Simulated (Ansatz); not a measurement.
The relaxed structure here is a generated cell of GaN: the first start was made by placing the elements on the sites of a structure type, and the end was not matched to a known phase here, so it may be hypothetical. Known forms of GaN include space group No. 186, 216.

A relaxed structure of GaN. All values below come from PBE (plane waves to 420 eV, PAW, scalar-relativistic; Ansatz, a program for electronic structure).

```
CELL_PARAMETERS angstrom
      3.18107     0.00000     0.00000
     -1.59053     2.75489     0.00000
      0.00000     0.00000     5.62338
ATOMIC_POSITIONS crystal
  N  0.33333 0.66667 0.13637
  Ga 0.66667 0.33333 0.71954
  N  0.33333 0.66667 0.86363
  Ga 0.66667 0.33333 0.28046
```

Question: Find the space group and the Wyckoff positions (tolerance 0.01 Å).

Answer: Space group P-6m2 (No. 187); a = b = 3.181 Å, c = 5.623 Å, α = β = 90.00°, γ = 120.00°

```
atom  site  symmetry       x       y       z
----  ----  --------  ------  ------  ------
N       2h       3m.  0.3333  0.6667  0.1364
Ga      2i       3m.  0.6667  0.3333  0.2805
```

Question: Give the shortest distances between elements (the closest pairs, up to four, under 3.6 Å).

Answer: N–N 1.53 Å; Ga–N 2.01 Å; Ga–Ga 2.47 Å.

```yaml
volume_per_atom: 12.32 Å³
band_gap: 1.19 eV, indirect (valence top at H, conduction bottom at Γ) (no spin-orbit coupling)
smallest_direct_gap: 1.28 eV at Γ
```

No spin polarisation in the result.

The run could not lose the symmetry of its start, so the end can be a saddle point.

It was reached from a disturbed copy of a P6₃mc (No. 186) cell (wurtzite type), against which it lies +0.550 eV/atom.
